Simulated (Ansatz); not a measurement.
HfIr3 (Cu3Au type, Pm-3m), DFT-LDA in the program Ansatz with PAW potentials, all energies at zero smearing, with the estimated change up to a 700 eV cutoff added, with one set of potentials and settings (totals compare only within such a set). Cell of 4 atoms (1 Hf, 3 Ir): -50470.227 eV.

```tsv
element	reference phase	E (eV/atom)
Hf	P6_3/mmc, 2 atoms in the cell	-15476.8591
Ir	Fm-3m, 1 atoms in the cell	-11663.3971
```

Formation energy per atom, worked out: (-50470.227 − 1×(-15476.8591) − 3×(-11663.3971))/4 = -0.794 eV/atom (-77 kJ per mol of atoms), at 0 K, without zero-point energy or fitted corrections.

The first step of the workflow began from a Materials Project structure, measured or hypothetical; the Crystallography Open Database files this formula in space group No. 221, but the cells were not matched. Whether it is the stable phase at ambient conditions was not checked. The cell was relaxed with LDA under the symmetry of its start; of distortions, only those at the zone centre were tested. The run is not spin-polarised. The references are the lowest solids computed at this level, not always the standard phases. Scalar-relativistic: spin–orbit coupling is off unless named, which matters more the heavier the elements.

Potentials: the later of the program's two PAW sets.
